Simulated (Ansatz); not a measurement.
SiMo$_{3}$ in space group Fm-3m (No. 225; Si on 4a, Mo on 4b, Mo on 8c) at seven volumes, PBE (plane waves, PAW; program Ansatz), scaled uniformly. One row is withheld.

| V (Å³/atom) | P (GPa) |
|---|---|
| 13.546 | 27.65 |
| 13.992 | ? |
| 14.439 | 7.81 |
| 14.885 | 0.00 |
| 15.332 | -6.66 |
| 15.778 | -12.33 |
| 16.225 | -17.15 |

Q: Fit the shown pressures and predict the withheld one.

A: P = (3/2)B₀(x^(7/2) − x^(5/2))[1 + (3/4)(B′ − 4)(x − 1)] with x = (V₀/V)^(2/3). Least squares on the six rows gives V₀ = 14.885 Å³/atom, B₀ = 240 GPa, B′ = 4.29. At V = 13.992, x = 1.0421 and P = 16.96 GPa. The run itself gave 16.96 GPa.

The cell is a constructed one: a structure type filled with these elements; neither database checked (COD, Materials Project) lists it. COD files the formula under space group No. 223, so this cell is another polymorph or a model. Whether it is the stable phase at ambient conditions was not checked. The cell was relaxed with PBE under the symmetry of its start; its stability against distortions is not shown here. The run is not spin-polarised.

Potentials: the earlier of the program's two PAW sets.
